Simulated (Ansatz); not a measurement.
**Al (Fm-3m), random displacements**

Theory: DFT PBEsol+D3(BJ), scalar-relativistic, plane waves, PAW (Ansatz 0.2.0). Cutoff 420 eV, Γ-centred 14×14×14 k-points, Gaussian smearing of 0.15 eV. No spin polarisation. Energies are free energies at this smearing, counted from the undisturbed cell; pressure is positive in compression.

Reference structure (relaxed at this level):

```
CELL_PARAMETERS angstrom
-3.96256 3.96256 0.00000
-3.96256 0.00000 3.96256
0.00000 3.96256 3.96256
ATOMIC_POSITIONS crystal
Al 0.00000 0.00000 0.00000
Al 0.50000 0.00000 0.00000
Al 0.00000 0.50000 0.00000
Al 0.00000 0.00000 0.50000
Al 0.50000 0.50000 0.00000
Al 0.50000 0.00000 0.50000
Al 0.00000 0.50000 0.50000
Al 0.50000 0.50000 0.50000
```

After a displacement of all atoms with no net shift and a strain of the cell, the run gives ΔE = 126.2 meV/atom; stress (xx, yy, zz, yz, xz, xy; compression positive) (-4.33, 1.28, 3.42, 1.15, 2.01, -1.26) GPa.

```csv
atom,Fx (eV/Å),Fy,Fz
Al1,0.388,0.620,-0.694
Al2,0.039,0.512,-0.232
Al3,0.034,-0.442,0.049
Al4,0.067,0.035,0.415
Al5,-1.063,-0.577,0.483
Al6,0.340,0.265,-1.063
Al7,0.723,-0.468,1.169
Al8,-0.528,0.055,-0.126
```

Problem. Which displacements (Å, in the unstrained cell) and strain were applied?

Solution.
```
atom ux uy uz
 Al1  -0.13  -0.10   0.09
 Al2   0.11   0.01   0.05
 Al3  -0.04  -0.03  -0.01
 Al4   0.08   0.03  -0.08
 Al5   0.22   0.08  -0.15
 Al6  -0.10   0.00   0.21
 Al7  -0.10   0.00  -0.14
 Al8  -0.03   0.01   0.03
```
Strain (Voigt, engineering shear): (0.0988, 0.0191, -0.0578, -0.0518, -0.0463, 0.0903).

Cost: 1 run of about 2.8 core-minutes, on Intel Xeon 6975P-C (Granite Rapids) (shared hosts).